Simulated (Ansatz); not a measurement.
BaSn₂:
```cif
data_BaSn2
_chemical_formula_sum 'Ba1 Sn2'
_space_group_name_H-M_alt 'P 1'
_space_group_IT_number 1
_cell_length_a 4.68109
_cell_length_b 4.68109
_cell_length_c 5.42814
_cell_angle_alpha 90.000
_cell_angle_beta 90.000
_cell_angle_gamma 120.000
loop_
_space_group_symop_operation_xyz
  'x, y, z'
loop_
_atom_site_label
_atom_site_type_symbol
_atom_site_fract_x
_atom_site_fract_y
_atom_site_fract_z
_atom_site_occupancy
Ba1 Ba 0.00000 0.00000 0.50000 1
Sn1 Sn 0.66667 0.33333 0.89498 1
Sn2 Sn 0.33333 0.66667 0.10502 1
```

Relaxed with PBEsol. PBEsol in the plane-wave PAW code Ansatz gives no gap.

**Question.** What gap does HSE06 give on the same cell (Ansatz, PAW)?

**Answer.** 0.31 eV. The hybrid was solved on a coarser mesh and at special points; the gap given is the minimum over both. On such a mesh it can open a false gap in a semimetal.

```json
[
 {"k": "Γ", "v1 PBEsol": "-1.47", "c1 PBEsol": "0.20", "v1 HSE06": "…", "c1 HSE06": "…"},
 {"k": "A", "v1 PBEsol": "-0.62", "c1 PBEsol": "0.24", "v1 HSE06": "…", "c1 HSE06": "…"},
 {"k": "K", "v1 PBEsol": "-1.90", "c1 PBEsol": "1.58", "v1 HSE06": "…", "c1 HSE06": "…"},
 {"k": "H", "v1 PBEsol": "-1.91", "c1 PBEsol": "1.23", "v1 HSE06": "…", "c1 HSE06": "…"},
 {"k": "M", "v1 PBEsol": "-0.38", "c1 PBEsol": "-0.15", "v1 HSE06": "-0.31", "c1 HSE06": "0.31"},
 {"k": "L", "v1 PBEsol": "-2.30", "c1 PBEsol": "0.83", "v1 HSE06": "-2.37", "c1 HSE06": "1.34"}
]
```

**Question.** Top valence (v1) and lowest conduction level (c1) in eV from each method's valence maximum (which need not be a listed point): supply the withheld HSE06 values.

**Answer.** 
- A, v1 HSE06: -0.04
- A, c1 HSE06: 0.69
- K, v1 HSE06: -1.93
- K, c1 HSE06: 2.17
- H, v1 HSE06: -2.01
- H, c1 HSE06: 1.82
- Γ, v1 HSE06: -1.39
- Γ, c1 HSE06: 0.70

Cost on shared cores: the PBEsol run (SCF on a 10×10×8 mesh, then bands and DOS) about 50 core-seconds (a rough figure), the HSE06 run (SCF on 5×5×4, then a few points) very roughly 2.8 core-minutes; the tasks are unlike.

Space group P-3m1. The workflow started from an entry of the Crystallography Open Database (COD, 293 K). Its standing as an ambient phase is unchecked. Symmetry was held in the PBEsol relaxation; whether a distortion lowers the energy is not shown. Spin–orbit coupling is left out wherever it is not named.

Potentials: the later of the program's two PAW sets.
